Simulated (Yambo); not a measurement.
## How GW settings move the gap: Na2PdC2

G0W0@PBEsol for Na2PdC2 (space group P-3m1, No. 164) in Yambo. Reference settings: 3×3×2 Γ-centred k mesh, bands 7 to 176 and a 8 Ry block in the screening, 176 bands in G with the Bruneval-Gonze terminator, plasmon pole fitted at 27.2 eV. The PBEsol gap A → (0, 0.333, -0.5) on this mesh is 1.67 eV; G0W0 gaps are taken between the same points.

```csv
change from the reference,"G0W0 gap A → (0, 0.333, -0.5) (eV)",shift of the valence edge (eV),rough Yambo cost
reference settings,2.44,-0.45,1
"67 bands in W, 67 bands in G",2.49,-0.26,about 1/2
"113 bands in W, 113 bands in G",2.45,-0.38,within a factor of two
67 bands in G,2.45,-0.43,–
113 bands in G,2.44,-0.44,–
82 bands in W,2.47,-0.33,about 1/2
3 Ry block,2.36,-0.30,within a factor of two
1 Ry block,2.58,-0.38,within a factor of two
7 Ry block,2.43,-0.45,within a factor of two
pole fitted at 10 eV,2.42,-0.31,–
no random integration,2.40,-0.26,–
"67 bands in G, no terminator",2.23,0.12,–
"113 bands in G, no terminator",2.30,-0.14,–
no terminator,2.37,-0.29,–
```

The reference isn't shown to be the converged limit. Costs are rough (shared machines), scaled to the same edge states, and given only for runs that recompute the screening. The mesh misses a band edge: along a dense path the PBEsol gap is 0.81 eV against 1.67 eV on the mesh.

Spin-orbit splittings are left out.

Geometry of the Materials Project entry, not relaxed at this level; primitive cell a = 4.512 Å, b = 4.512 Å, c = 5.283 Å, α = 90.00°, β = 90.00°, γ = 120.00°.

The structure is a Materials Project entry; no match was found in the copy of COD used, and its stability was not checked.

A shift is the quasiparticle energy of the state minus its PBEsol energy.
